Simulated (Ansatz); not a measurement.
NbN (rock salt)

```cif
data_N4Nb4
_chemical_formula_sum 'N4 Nb4'
_space_group_name_H-M_alt 'Fm-3m'
_space_group_IT_number 225
_space_group_name_Hall '-F 4 2 3'
_cell_length_a 4.42125
_cell_length_b 4.42125
_cell_length_c 4.42125
_cell_angle_alpha 90.000
_cell_angle_beta 90.000
_cell_angle_gamma 90.000
loop_
_atom_site_label
_atom_site_type_symbol
_atom_site_symmetry_multiplicity
_atom_site_Wyckoff_symbol
_atom_site_fract_x
_atom_site_fract_y
_atom_site_fract_z
_atom_site_occupancy
N1 N 4 a 0.00000 0.00000 0.00000 1
Nb1 Nb 4 b 0.50000 0.50000 0.50000 1
```
(The calculation used a cell of 2 atoms; values per cell refer to that cell.)

The relaxed cell is deformed in two ways at once: its volume V is scaled, and at that volume it is stretched along z (the c axis of the conventional cell) so that c/a changes. Fractional atomic positions are held.

All values below come from PBE (plane waves to 420 eV, PAW, scalar-relativistic; Ansatz, a first-principles code). k mesh 18×18×18 (Γ-centred), Fermi-Dirac smearing 0.05 eV. Stress and pressure are positive under compression. With partly filled bands, the response to shear is sensitive to the k mesh, so small differences along c/a are uncertain. NbN is run without spin polarisation. NbN was relaxed with its symmetry unable to fall. This is a high-temperature form of NbN. 

Task: Give the computed P (GPa) at all points of the grid V/V₀ = 0.960, 0.980, 1.000, 1.020, 1.040 by (c/a)/(c/a)₀ = 0.920, 0.960, 1.000, 1.040, 1.080.

Result: P (GPa), with V/V₀ across and (c/a)/(c/a)₀ down:

| (c/a)/(c/a)₀ \ V/V₀ | 0.960 | 0.980 | 1.000 | 1.020 | 1.040 |
|---|---|---|---|---|---|
| 0.920 | 19.6 | 12.0 | 5.3 | -0.8 | -6.3 |
| 0.960 | 15.1 | 7.8 | 1.2 | -4.7 | -9.9 |
| 1.000 | 13.7 | 6.5 | 0.0 | -5.8 | -11.0 |
| 1.040 | 14.9 | 7.6 | 1.1 | -4.8 | -10.0 |
| 1.080 | 18.4 | 10.9 | 4.2 | -1.9 | -7.3 |

(Under strain, the slope of the energy per volume gives the stress and its curvature an elastic modulus.)
